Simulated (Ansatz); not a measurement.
Data:

FeNi:
```
FeNi
1.0
    2.46832     0.00000     0.00000
    0.00000     2.46832     0.00000
    0.00000     0.00000     3.53315
Fe Ni
1 1
Direct
  0.00000   0.00000   0.00000
  0.50000   0.50000   0.50000
```
The run is spin-polarised; directions of the spins, atom by atom: ↑ ↑.

This is the PBEsol-relaxed structure.

Question: All from the program Ansatz at the PBEsol level (PAW), unless another level is named. Predict the density of states at the Fermi level.

Answer: 0.63 states/eV per atom (mean over ±0.08 eV).

Question: Next, the formation energy from the elements (no fitted shifts)?

Answer: -0.055 eV/atom.

Space group P4/mmm (L1₀ or tetragonal B2). The workflow started from a Materials Project entry (that database holds measured and hypothetical structures alike); the Crystallography Open Database files this formula in space group No. 123, but the cells were not matched. Whether it is the stable phase at ambient conditions was not checked. Symmetry was held in the PBEsol relaxation; whether a distortion lowers the energy is not shown. Spin order of the final state: ferromagnetic, chosen from 5 collinear starts compared on coarse meshes (ties went to the first, and starts can fall back to one state), not a proven ground state. The references are the lowest solids computed at this level, not always the standard phases.

Potentials: the earlier of the program's two PAW sets. The files were generated under PBE; for other functionals the program regenerates the frozen cores, and for LDA and PBEsol the local potential too.
